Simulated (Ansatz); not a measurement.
YN (rock salt, Fm-3m), r²SCAN (plane waves, PAW; program Ansatz). The conduction-band minimum lies at X, with 3 equivalent valleys. Second derivatives d²E/dk² of the lowest band at one valley (eV·Å²), along Cartesian directions:

```csv
direction,d²E/dk²
[100],6.027
[010],51.67
[001],51.67
[110],28.89
[101],28.89
[011],51.63
```

Question: Find the principal effective masses, the density-of-states mass and the conductivity mass.

Answer: Off-diagonal terms follow from H_xy = H[110] − (H_xx + H_yy)/2, and m*/mₑ = 7.620 eV·Å² over each eigenvalue: 0.15, 0.15, 1.3. One valley's DOS mass (m₁m₂m₃)^(1/3) = 0.30, conductivity mass 3/(Σ 1/mᵢ) = 0.21 mₑ.

Question: What effective density of states Nc follows at 300 K for parabolic valleys?

Answer: Nc = 2.509e19 × 3 × (0.30)^(3/2) ≈ 1.2e19 cm⁻³.

Symmetry was held in the r²SCAN relaxation. No spin polarisation was allowed. Spin–orbit coupling is left out wherever it is not named.

Potentials: the later of the program's two PAW sets.

Edges and masses are those of Kohn–Sham bands, whose gap is no quasiparticle gap.
